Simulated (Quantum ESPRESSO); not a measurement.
pw.x input (Quantum ESPRESSO 7.5; PBEsol, PseudoDojo standard norm-conserving files, scalar-relativistic):

```
&CONTROL
  calculation = 'scf'
  pseudo_dir = './pseudo'
  outdir = './out'
  tprnfor = .true.
  tstress = .true.
/
&SYSTEM
  ibrav = 0
  nat = 1
  ntyp = 1
  ecutwfc = 80.0
  ecutrho = 320.0
  occupations = 'smearing'
  smearing = 'fd'
  degauss = 0.005
  nbnd = 11
/
&ELECTRONS
  conv_thr = 1e-10
/
ATOMIC_SPECIES
Mo 95.9500 Mo.upf
CELL_PARAMETERS angstrom
 -1.583810000000   1.583810000000   1.583810000000
  1.583810000000  -1.583810000000   1.583810000000
  1.583810000000   1.583810000000  -1.583810000000
ATOMIC_POSITIONS crystal
Mo   0.000000000000   0.000000000000   0.000000000000
K_POINTS automatic
20 20 20 0 0 0
```

End of the output:

```
     total energy              =    -140.55187247 Ry
     estimated scf accuracy    <       0.00000051 Ry
     total energy              =    -140.55187257 Ry
     estimated scf accuracy    <          2.2E-10 Ry
     total energy              =    -140.55187257 Ry
     estimated scf accuracy    <          2.5E-10 Ry
[...]
     the Fermi energy is    20.8395 ev
!    total energy              =    -140.55187258 Ry
     estimated scf accuracy    <          4.0E-12 Ry
     smearing contrib. (-TS)   =      -0.00066898 Ry
     internal energy E=F+TS    =    -140.55120359 Ry
     The total energy is F=E-TS. E is the sum of the following terms:
     one-electron contribution =     -18.86983806 Ry
     hartree contribution      =      17.94557736 Ry
     xc contribution           =     -20.46596914 Ry
     ewald contribution        =    -119.16097376 Ry
     convergence has been achieved in   8 iterations
     Forces acting on atoms (cartesian axes, Ry/au):
     atom    1 type  1   force =     0.00000000    0.00000000    0.00000000
     Total force =     0.000000     Total SCF correction =     0.000000
     Computing stress (Cartesian axis) and pressure
          total   stress  (Ry/bohr**3)                   (kbar)     P=      -90.88
  -0.00061780  -0.00000000  -0.00000000          -90.88       -0.00       -0.00
  -0.00000000  -0.00061780  -0.00000000           -0.00      -90.88       -0.00
  -0.00000000  -0.00000000  -0.00061780           -0.00       -0.00      -90.88
```

Spin-orbit coupling is not included.

Geometry of the Materials Project entry, not relaxed at this level.
